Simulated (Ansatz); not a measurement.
GaSb:
```
GaSb
1.0
    3.95253     0.00000     0.00000
   -1.97626     3.42299     0.00000
    0.00000     0.00000     3.61550
Ga Sb
1 1
Direct
  0.00000   0.00000   0.00000
  0.66667   0.33333   0.50000
```

Relaxed with r²SCAN. Special points in fractions of this cell's reciprocal vectors: Γ (0.000, 0.000, 0.000); M (0.500, 0.000, 0.000); K (0.333, 0.333, 0.000); A (0.000, 0.000, 0.500); L (0.500, 0.000, 0.500); H (0.333, 0.333, 0.500).

Problem. List the band energies nearest the Fermi level at these points for r²SCAN (plane waves, PAW; program Ansatz).

Solution. In eV from the Fermi level; about four levels below and three above (degenerate sets whole), none deeper than 8.9 eV; points with the same levels are listed once.

| k | below | above |
|---|---|---|
| Γ | -0.73 -0.67 -0.10 -0.10 | 4.06 4.06 4.85 |
| M | -7.44 -2.07 | 0.54 1.51 4.62 |
| K | -7.44 -4.55 | 2.09 4.15 4.43 |
| A | -8.15 | 1.84 1.84 3.96 |
| L | -8.42 -5.67 -4.32 -3.73 | 0.45 2.35 4.03 |
| H | -4.41 -4.06 -1.95 -0.32 | 8.39 9.19 10.71 |

Space group P-6m2. A made-up cell: these elements were put on the sites of a structure type; neither database checked (COD, Materials Project) lists it. It is not the phase usual at ambient conditions (space group No. 216). Symmetry was held in the r²SCAN relaxation; its stability against distortions is not shown here. Scalar-relativistic: spin–orbit coupling is off unless named, which matters more the heavier the elements.

Potentials: the earlier of the program's two PAW sets.
